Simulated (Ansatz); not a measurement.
Ba₂H₃I:
```yaml
crystal:
  lattice:
    - [4.51146, 0.00000, 0.00000]
    - [-2.25573, 3.90704, 0.00000]
    - [0.00000, 0.00000, 8.09544]
  atoms:
    - { symbol: Ba, position: [0.66667, 0.33333, 0.68401] }
    - { symbol: Ba, position: [0.33333, 0.66667, 0.31599] }
    - { symbol: H, position: [0.66667, 0.33333, 0.35675] }
    - { symbol: H, position: [0.33333, 0.66667, 0.64325] }
    - { symbol: H, position: [0.00000, 0.00000, 0.50000] }
    - { symbol: I, position: [0.00000, 0.00000, 0.00000] }
```

Relaxed with r²SCAN.

Problem. Give the Bader charges and basin volumes of the independent atoms, plane-wave PAW r²SCAN (Ansatz code).

Solution. 

| atom | Bader charge (e) | Bader volume (Å³) |
|---|---|---|
| Ba1 | +1.45 | 27.2 |
| H3 | -0.71 | 12.3 |
| H5 | -0.70 | 13.9 |
| I6 | -0.77 | 49.8 |

Space group P-3m1. The workflow started from a Materials Project entry (that database holds measured and hypothetical structures alike); the Crystallography Open Database copy checked does not list it. Whether it is the stable phase at ambient conditions was not checked. The cell was relaxed with r²SCAN under the symmetry of its start; whether a distortion lowers the energy is not shown. Spin–orbit coupling is left out wherever it is not named.

Potentials: the later of the program's two PAW sets.
